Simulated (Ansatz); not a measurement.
# Ta3AsAu2O13 and the effect of the functional

```yaml
crystal:
  lattice:
    - [5.40201, -0.00077, -0.00162]
    - [-2.01720, 5.60758, -0.00284]
    - [-0.71822, -1.86353, 8.44196]
  atoms:
    - { symbol: Ta, position: [0.37386, 0.58885, 0.59831] }
    - { symbol: Ta, position: [0.46236, 0.26627, 0.18689] }
    - { symbol: Ta, position: [0.70830, 0.86746, 0.02761] }
    - { symbol: As, position: [0.97877, 0.98236, 0.65371] }
    - { symbol: Au, position: [0.10388, 0.53998, 0.17237] }
    - { symbol: Au, position: [0.66302, 0.32022, 0.80522] }
    - { symbol: O, position: [0.06196, 0.03577, 0.14158] }
    - { symbol: O, position: [0.98182, 0.01457, 0.85130] }
    - { symbol: O, position: [0.11152, 0.27055, 0.61508] }
    - { symbol: O, position: [0.16027, 0.81199, 0.58364] }
    - { symbol: O, position: [0.43055, 0.53360, 0.06777] }
    - { symbol: O, position: [0.91171, 0.61275, 0.98081] }
    - { symbol: O, position: [0.60406, 0.15754, 0.98626] }
    - { symbol: O, position: [0.55565, 0.98713, 0.20984] }
    - { symbol: O, position: [0.30756, 0.45473, 0.35006] }
    - { symbol: O, position: [0.79668, 0.50556, 0.28659] }
    - { symbol: O, position: [0.66380, 0.88131, 0.55106] }
    - { symbol: O, position: [0.47145, 0.71751, 0.81742] }
    - { symbol: O, position: [0.65279, 0.45184, 0.61449] }
```

The cell comes from a database or a generator and needn't be the stable form of this composition.

Kept alike: task band structure; k mesh 6 × 5 × 3; occupations fermi-dirac, width 0.05 eV; no spin polarisation. Program: Ansatz, Ansatz PAW. Cutoffs run from 420 to 500 eV. The mesh is that of the run's cell of 19 atoms. No spin-orbit coupling.

| functional | band gap (eV) | pressure (GPa) |
| --- | --- | --- |
| PBEsol | 0.448 | -5.65 |
| r2SCAN | 0.679 | -5.72 |
| revPBE | 0.496 | 2.86 |

Pressure is positive in compression, with a Pulay correction for the finite cutoff. Spin-orbit coupling, left out here, moves the band edges of heavy atoms and can close or invert small gaps. Gaps are the smaller of the mesh's and the band path's. All rows use potentials made for PBE.

What does the functional change here?

The band gap runs from 0.448 (PBEsol) to 0.679 eV (r2SCAN). The pressure runs from -5.72 (r2SCAN) to 2.86 GPa (revPBE).
